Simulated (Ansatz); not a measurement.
HfSi:
```
HfSi
1.0
    3.12521     0.00000     0.00000
   -1.56261     2.70651     0.00000
    0.00000     0.00000     4.30367
Hf Si
1 1
Direct
  0.00000   0.00000   0.00000
  0.66667   0.33333   0.50000
```

Relaxed with PBE. Special points in fractions of this cell's reciprocal vectors: Γ (0.000, 0.000, 0.000); M (0.500, 0.000, 0.000); K (0.333, 0.333, 0.000); A (0.000, 0.000, 0.500); L (0.500, 0.000, 0.500); H (0.333, 0.333, 0.500).

### Question
List the band energies nearest the Fermi level at these points for PBE (plane waves, PAW; program Ansatz).

### Answer
In eV from the Fermi level; about four levels below and three above (degenerate sets whole), none deeper than 8.9 eV; points with the same levels are listed once.

| k | below | above |
|---|---|---|
| Γ | -3.06 -1.72 | 1.33 1.33 4.20 4.20 |
| M | -6.73 -4.91 -2.76 -1.53 | 2.76 3.04 4.01 |
| K | -4.01 -2.96 -2.13 -0.11 | 2.24 2.44 5.78 |
| A | -6.62 | 0.28 1.70 1.70 |
| L | -6.91 -3.85 -3.30 -0.09 | 0.61 1.76 4.63 |
| H | -6.13 -3.77 -2.10 -2.05 | 0.13 1.70 5.23 |

Space group P-6m2. The cell is a constructed one: a structure type filled with these elements; neither database checked (COD, Materials Project) lists it. COD files the formula under space group No. 62, so this cell is another polymorph or a model. Its standing as an ambient phase is unchecked. Symmetry was held in the PBE relaxation; its stability against distortions is not shown here. The run is not spin-polarised. Scalar-relativistic: spin–orbit coupling is off unless named, which matters more the heavier the elements.

Potentials: the later of the program's two PAW sets.
